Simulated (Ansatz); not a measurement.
BeS (zinc blende, F-43m), a = 4.876 Å, b = 4.876 Å, c = 4.876 Å, α = 90.00°, β = 90.00°, γ = 90.00°; the cell used has 2 atoms.

Relaxed with PBE. Independent-particle spectrum: no excitons, no local fields, no scissors shift; 0.1 eV broadening; ε₁ of the summed bands alone.

### Question
Tabulate the dielectric function from plane-wave PAW PBE (Ansatz code).

### Answer


| E (eV) | ε₁ xx | ε₂ xx |
|---|---|---|
| 0.0 | 5.67 | 0.00 |
| 0.3 | 5.68 | 0.00 |
| 0.6 | 5.71 | 0.00 |
| 0.9 | 5.75 | 0.00 |
| 1.2 | 5.80 | 0.00 |
| 1.5 | 5.88 | 0.00 |
| 1.8 | 5.97 | 0.00 |
| 2.1 | 6.09 | 0.00 |
| 2.4 | 6.23 | 0.00 |
| 2.7 | 6.41 | 0.00 |
| 3.0 | 6.62 | 0.00 |
| 3.3 | 6.88 | 0.00 |
| 3.6 | 7.20 | 0.00 |
| 3.9 | 7.59 | 0.00 |
| 4.2 | 8.09 | 0.00 |
| 4.5 | 8.74 | 0.00 |
| 4.8 | 9.63 | 0.00 |
| 5.1 | 10.95 | 0.00 |
| 5.4 | 13.32 | 0.01 |
| 5.7 | 17.91 | 3.44 |
| 6.0 | 18.28 | 10.06 |
| 6.3 | 15.72 | 13.64 |
| 6.6 | 13.22 | 18.78 |
| 6.9 | 4.95 | 26.05 |
| 7.2 | -3.55 | 14.90 |
| 7.5 | -0.72 | 14.32 |
| 7.8 | -3.96 | 12.00 |
| 8.1 | -3.97 | 10.43 |
| 8.4 | -5.02 | 8.67 |
| 8.7 | -4.87 | 7.17 |
| 9.0 | -4.70 | 5.92 |
| 9.3 | -4.32 | 4.95 |
| 9.6 | -4.01 | 4.22 |
| 9.9 | -3.68 | 3.57 |
| 10.2 | -3.34 | 3.04 |
| 10.5 | -2.94 | 2.61 |
| 10.8 | -2.55 | 2.23 |
| 11.1 | -1.92 | 2.40 |
| 11.4 | -2.20 | 2.32 |
| 11.7 | -2.08 | 2.04 |
| 12.0 | -1.94 | 1.85 |

### Question
From ε at 7.1 eV (xx: -4.54 + 18.24i), find n, k, the normal reflectivity and the absorption coefficient.

### Answer
n = 2.67, k = 3.416, R = 58 %, α = 2kE/ħc = 2500000 cm⁻¹.

With all bands, ε∞ without local fields is 5.69. DFPT, with local fields, gives 5.24.

The PBE relaxation kept the symmetry of its start; phonons on a q-mesh show no instability. The volume moved by 29 % from the start of the relaxation.

Potentials: the later of the program's two PAW sets.
